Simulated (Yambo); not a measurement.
A free-standing MoS2 monolayer (symmetry P-6m2, slab cell 16.1 Å high): the exchange self-energy on PBEsol orbitals (Yambo, 6×6×1 mesh) holds the Coulomb divergence, which is integrated with random points (RandQpts).

| random points | exchange-only gap K → K (eV) | shift of the valence edge (eV) | gap against the reference (meV) |
|---|---|---|---|
| 1,000 | 6.56 | -0.61 | 7 |
| 10,000 | 6.50 | -0.40 | -50 |
| 100,000 | 6.56 | -0.60 | 12 |
| 1,000,000 | 6.56 | -0.59 | 9 |
| 5,000,000 | 6.55 | -0.56 | reference |

From 100,000 points on, the gap stays within 20 meV of the run with most points. The error is statistical; each row is a single draw, so the rows fix no rate of convergence.

Spin-orbit coupling is not included.

Geometry relaxed with PBEsol; primitive cell a = b = 3.141 Å, c = 16.100 Å, α = β = 90.00°, γ = 120.00°.

A shift is the quasiparticle energy of the state minus its PBEsol energy.
